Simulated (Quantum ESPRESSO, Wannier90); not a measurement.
**Wannier functions of Zn2SeS (P-4m2)**

```xyz
4
Lattice="3.9093 0.0000 0.0000 0.0000 3.9093 0.0000 0.0000 0.0000 5.5221" Properties=species:S:1:pos:R:3 pbc="T T T"
Zn     1.9546     0.0000    -1.3084
Zn     0.0000     1.9546     1.3084
Se     0.0000     0.0000     2.7611
S      1.9546     1.9546     0.0000
```

Cell from Materials Project (mp-1215430), symmetrised, no further relaxation. Not found in the COD (Crystallography Open Database) copy used; not checked further. Level: PBEsol, no spin polarisation, no spin-orbit coupling; pw.x of Quantum ESPRESSO at 69 Ry with PseudoDojo potentials, 8×8×6 k-points, Wannier90. Density: 8×8×6 mesh, cold smearing 0.01 Ry. Spin-orbit coupling, left out, would split the p-like bands by a few tenths of an eV.

Base run: 16 functions from bands 14-15,26-53 of the 53 computed, start hydrogen-like Zn: s;p; Se: s;p; S: s;p, centres 0.05 Å off the atoms, frozen window up to 2.99 eV relative to the valence-band maximum, outer window open. Bands 16–25 (Zn 3d 94 %) lie between the kept ones and are excluded. One setting was then changed (edges relative to the valence-band maximum; misfit to pw.x on a path, for states up to 2.5 eV relative to the valence-band maximum).

| run | Ω_I (Å²) | rms misfit (meV) | worst (meV) |
|---|---|---|---|
| base | 26.99 | 1.9 | 22 |
| changed | 25.88 | 182 | 545 |

Question: Which change was made?
(A) outer window to 16.83 eV
(B) frozen window to 3.99 eV
(C) frozen window to 4.99 eV
(D) frozen window to 2.49 eV
(E) no frozen window

Answer: E, no frozen window. The others give:

| run | Ω_I (Å²) | rms misfit (meV) | worst (meV) |
|---|---|---|---|
| frozen window to 2.49 eV | 26.75 | 1.6 | 21 |
| frozen window to 4.99 eV | 31.81 | 2.1 | 22 |
| frozen window to 3.99 eV | 29.66 | 2.0 | 21 |
| outer window to 16.83 eV | 30.47 | 1.9 | 23 |
